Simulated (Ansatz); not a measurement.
HgTe (zinc blende)

```
HgTe
1.0
    0.00000     3.32533     3.32533
    3.32533     0.00000     3.32533
    3.32533     3.32533     0.00000
Te Hg
1 1
Direct
  0.75000   0.75000   0.75000
  0.00000   0.00000   0.00000
```

The slice is a {100} plane (indices of the conventional cell) through the point (0.750, 0.750, 0.750) (fractional), spanned by u = [100] and v = [0 1 -1] in vectors of this cell: u (4.70 Å) and v (4.70 Å, at 90° to u). It covers one period; positions are fractions (u, v).

The numbers are results of PBE (plane waves to 420 eV, PAW, scalar-relativistic; Ansatz, a program for electronic structure), not measurements. k mesh 12×12×12. Near the nuclei the fields are pseudised (PAW); where an atom keeps semicore shells as valence, they peak there. At this level the bands of HgTe touch or barely overlap. HgTe was relaxed with its symmetry unable to fall. Spin-orbit coupling is left out, though Hg and Te are heavy. The relaxed volume of HgTe is well above the measured one; the method has no dispersion term.

Predict the map of the electron localisation function (ELF) on the slice.


```
|xxx25789975322222357998752xx|
|xxx36789975322222357998763xx|
|1235789997432222234799987532|
|5567789986422111224689987765|
|7778899975321111123579998877|
|8889999864211111112468999988|
|9999998643110000011346899999|
|9999876432100000001234678999|
|8777654321000000000123456777|
|5554432110000000000011234455|
|3333221100000000000001122333|
|2222211000000000000000112222|
|2222111000000000000000111222|
|2222111000000000000000111222|
|2222111000000000000000111222|
|2222211000000000000000112222|
|3333221100000000000001122333|
|5554432110000000000011234455|
|8777654321000000000123456777|
|9999876432100000001234678999|
|9999998643110000011346899999|
|8889999864211111112468999988|
|7778899975321111123579998877|
|5567789986422111224689987765|
|1235789997432222234799987532|
|xxx36789975322222357998763xx|
|xxx25789975322222357998752xx|
|xxx15789985322222358998751xx|
```
Scale: ten equal steps from 0.00 (start of '0') to 0.63 (end of '9'), in the order '0123456789'. Values: electron localisation function (ELF). The map has 28 points along u (one character each, u = 0 at the left) and 28 along v (v = 0 in the bottom row). Points within 0.5 Å of a nucleus are blanked (x), as the pseudised field means little there.
